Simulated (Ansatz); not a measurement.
A distorted cell of WSe₂ (2H-MoS2 type, space group P6_3/mmc):

```yaml
crystal:
  lattice:
    - [3.29952, 0.00000, 0.00000]
    - [-1.64976, 2.85747, 0.00000]
    - [0.00000, 0.00000, 13.14745]
  atoms:
    - { symbol: W, position: [0.33333, 0.66667, 0.25000] }
    - { symbol: W, position: [0.66667, 0.33333, 0.75000] }
    - { symbol: Se, position: [0.33333, 0.66667, 0.62334] }
    - { symbol: Se, position: [0.66667, 0.33333, 0.12334] }
    - { symbol: Se, position: [0.52638, 0.23064, 0.40822] }
    - { symbol: Se, position: [0.33333, 0.66667, 0.87666] }
```

Calculation: r2SCAN+rVV10 (plane waves to 500 eV, PAW, scalar-relativistic; Ansatz, a program for electronic structure). k mesh 9×9×2 (Γ-centred), Fermi-Dirac smearing 0.05 eV. Energies are smeared free energies. Stress and pressure are positive under compression. As the smearing reaches across the gap at some points, energies and forces of such displacements shift with the k mesh and the smearing. Spin-orbit coupling is left out, though W is heavy. The PAW data are Ansatz's earlier set. WSe2 is run without spin polarisation. WSe2 was relaxed with its symmetry unable to fall.

Task: What forces act on the atoms (eV/Å, Cartesian)?

Result: 
```csv
atom,Fx,Fy,Fz
W1,-0.850,-0.878,2.788
W2,-0.014,-0.021,0.022
Se3,-0.032,-0.043,0.219
Se4,0.154,0.047,0.493
Se5,0.738,0.891,-3.531
Se6,0.003,0.005,0.009
```

Task: What is the stress tensor (GPa)?

Result: 
```
   -2.4      0.3      1.3
    0.3     -3.1      1.9
    1.3      1.9     -8.8
```
The pressure, a third of the trace, is -4.8 GPa.

Task: In it atom 5 sits (-0.293, -0.293, 0.415) Å away from its relaxed site. What is its energy relative to the relaxed cell?

Result: 1307 meV/cell.

(For displaced atoms, the force is minus the slope of the energy, and its curvature is a force constant, which sets phonon frequencies.)
